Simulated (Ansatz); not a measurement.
According to the program Ansatz at the r²SCAN level (PAW), VBiO$_{4}$ in the tetragonal phase (I4_1/a; V on 4a, Bi on 4b, O on 16f) relaxes to a = 5.121 Å, c = 11.620 Å. V has 4 nearest neighbours from 1.72 Å (tetrahedral). Its formation energy from the elements is -2.09 eV/atom, with no fitted shifts.

The Kohn–Sham gap is 2.42 eV (indirect). Gap from r²SCAN with spin–orbit coupling: 2.27 eV. Electrons at the band edge weigh 0.59, 1.2, 5.6 mₑ (principal values). The hole mass is 0.61, 1.5, 3.8 mₑ (principal values).

An equation-of-state fit gives a bulk modulus of 138 GPa. Bader charges are V +2.28, Bi +2.13, O -1.10 e.

The r²SCAN relaxation kept the symmetry of its start. No spin polarisation was allowed. No Hubbard U is applied. The references are the lowest solids computed at this level, not always the standard phases (solids in place of the gases). Spin–orbit coupling is left out wherever it is not named.

Potentials: the later of the program's two PAW sets.
